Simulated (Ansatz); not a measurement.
LaMg$_{2}$ (cubic Laves (MgCu2 type), Fd-3m), a = 8.794 Å, b = 8.794 Å, c = 8.794 Å, α = 90.00°, β = 90.00°, γ = 90.00°; the cell used has 6 atoms.

Relaxed with r²SCAN.

Question: Tabulate the valence density and the electron localisation function along the shortest Mg–Mg contact (3.11 Å), the program Ansatz at the r²SCAN level (PAW).

Answer: 

| distance from Mg (Å) | density (e/Å³) | ELF |
|---|---|---|
| 0.31 | 15.40 | 0.35 |
| 0.47 | 5.83 | 0.44 |
| 0.62 | 1.35 | 0.34 |
| 0.78 | 0.28 | 0.11 |
| 0.93 | 0.14 | 0.04 |
| 1.09 | 0.11 | 0.12 |
| 1.24 | 0.11 | 0.36 |
| 1.40 | 0.11 | 0.55 |
| 1.55 | 0.11 | 0.58 |
| 1.71 | 0.11 | 0.55 |
| 1.87 | 0.11 | 0.36 |
| 2.02 | 0.11 | 0.12 |
| 2.18 | 0.14 | 0.04 |
| 2.33 | 0.28 | 0.11 |
| 2.49 | 1.35 | 0.34 |
| 2.64 | 5.83 | 0.44 |
| 2.80 | 15.40 | 0.35 |

The density is the valence pseudo-density with augmentation charge, so density and ELF within about 1 Å of a nucleus are not all-electron values.

The workflow started from an entry of the Crystallography Open Database (COD, 295 K). Whether it is the stable phase at ambient conditions was not checked. The cell was relaxed with r²SCAN under the symmetry of its start; whether a distortion lowers the energy is not shown. Scalar-relativistic: spin–orbit coupling is off unless named, which matters more the heavier the elements.

Potentials: the later of the program's two PAW sets.
